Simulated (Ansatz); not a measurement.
Simulated (Ansatz). Plane-wave DFT: natural occupations of the f shells on orthogonalised atomic orbitals at the end of the run, rising, by spin; atoms or cell relaxed as the task says.

```
cell
1.0
     4.0951   -4.0951    0.0000
     4.0951    4.0951    0.0000
     0.0000    0.0000   10.4081
Gd Ga Cu
4 12 4
Direct
  0.0000 0.0000 0.1279
  0.5000 0.0000 0.6279
  0.5000 0.5000 0.1279
  0.0000 0.5000 0.6279
  0.7500 0.2500 0.3763
  0.2500 0.2500 0.8763
  0.2500 0.7500 0.3763
  0.7500 0.7500 0.8763
  0.2500 0.2500 0.3763
  0.7500 0.2500 0.8763
  0.7500 0.7500 0.3763
  0.2500 0.7500 0.8763
  0.0000 0.5000 0.2205
  0.5000 0.5000 0.7205
  0.5000 0.0000 0.2205
  0.0000 0.0000 0.7205
  0.0000 0.5000 0.9976
  0.5000 0.5000 0.4976
  0.5000 0.0000 0.9976
  0.0000 0.0000 0.4976
```

Starting moments (μB): Gd number 1 7.65, Gd number 2 7.65, Gd number 3 7.65, Gd number 4 7.65; others 0.

cell charge: 0 e
spin: collinear
scf start: atoms
lower state search: off
functional: PBEsol
wave cutoff: 420 eV
k mesh: 4, 4, 2
k shift: 0.5, 0.5, 0.5 mesh steps
gaussian smearing: 0.05 eV
task: single point

Results:

```csv
shell atom,shell element,shell spin,shell occupation 1 (e),shell occupation 2 (e),shell occupation 3 (e),shell occupation 4 (e),shell occupation 5 (e),shell occupation 6 (e),shell occupation 7 (e)
1,Gd,up,1,1,1,1,1,1,1
1,Gd,down,0.01,0.01,0.02,0.02,0.03,0.03,0.03
2,Gd,up,1,1,1,1,1,1,1
2,Gd,down,0.01,0.01,0.02,0.02,0.03,0.03,0.03
3,Gd,up,1,1,1,1,1,1,1
3,Gd,down,0.01,0.01,0.02,0.02,0.03,0.03,0.03
4,Gd,up,1,1,1,1,1,1,1
4,Gd,down,0.01,0.01,0.02,0.02,0.03,0.03,0.03
```

Caveats: Gd without a U keeps its half-filled shell, but its 4f levels lie too near the Fermi level; occupations loosely converged; open f or d shells may hold a state above the lowest.
